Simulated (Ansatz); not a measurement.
CdF2:
```yaml
crystal:
  lattice:
    - [0.00000, 2.69196, 2.69196]
    - [2.69196, 0.00000, 2.69196]
    - [2.69196, 2.69196, 0.00000]
  atoms:
    - { symbol: Cd, position: [0.00000, 0.00000, 0.00000] }
    - { symbol: F, position: [0.25000, 0.25000, 0.25000] }
    - { symbol: F, position: [0.75000, 0.75000, 0.75000] }
```

PBEsol in the plane-wave PAW code Ansatz gives a gap of 2.94 eV without spin–orbit coupling, maximum at W, minimum at Γ.

Problem. What happens when spin–orbit coupling is switched on?

Solution. The gap stays essentially unchanged, to 2.94 eV; maximum at W, minimum at Γ.

Problem. Give the electron effective mass with spin–orbit coupling.

Solution. 0.37 mₑ (isotropic).

Problem. Give the hole effective mass with spin–orbit coupling.

Solution. 2.1, 2.1, 7.0 mₑ (principal values).

Space group Fm-3m (fluorite). The cell was relaxed with PBEsol under the symmetry of its start.

Potentials: the later of the program's two PAW sets.
